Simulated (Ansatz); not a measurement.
Method: DFT PBE, scalar-relativistic, plane waves, PAW (Ansatz). Each cell gets a short relaxation within its symmetry: 420 eV, a coarse mesh through Γ, smearing of 0.2 eV, at most 16 steps to 0.08 eV/Å and 0.8 GPa. No spin polarisation. Energies are free energies per atom, good to about 0.1 eV/atom between metallic cells, end volumes are rough, and groups of ends are read at 0.1 Å.

Two trial cells of In₄Ru, not yet relaxed:

A.

Space group P6/mmm (No. 191). a = 4.920 Å, b = 4.920 Å, c = 5.548 Å, α = 90.00°, β = 90.00°, γ = 120.00°
```
atom  site  symmetry       x       y       z
  In    4h       3m. 0.3333  0.6667  0.7435
  Ru    1a     6/mmm  0.0000  0.0000  0.0000
```

B.

Space group Im-3m (No. 229). a = 6.040 Å, b = 6.040 Å, c = 6.040 Å, α = 90.00°, β = 90.00°, γ = 90.00°
| atom | site | symmetry | x | y | z |
| --- | --- | --- | --- | --- | --- |
| In | 8c | .-3m | 0.2500 | 0.7500 | 0.2500 |
| Ru | 2a | m-3m | 0.0000 | 0.0000 | 0.0000 |

Question: Which is lower as given, and which after relaxing?

Answer: As given, B is lower by 0.48 eV/atom. Relaxed, B is lower by 0.46 eV/atom, so the order holds. A goes from P6/mmm at 23.3 Å³/atom to P6/mmm at 24.0 Å³/atom and gains 0.11 eV/atom. B goes from Im-3m at 22.0 Å³/atom to Im-3m at 24.9 Å³/atom and gains 0.09 eV/atom. The closest pair in A goes from In–In at 2.70 Å to In–In at 2.76 Å. The closest pair in B goes from In–Ru at 2.62 Å to In–Ru at 2.72 Å. At the end: counting all near atoms (those within 1.25 times the shortest distance at each site; a plus sign parts nearer from farther groups), A has In 8, Ru 12 and B has In 2+6, Ru 8.
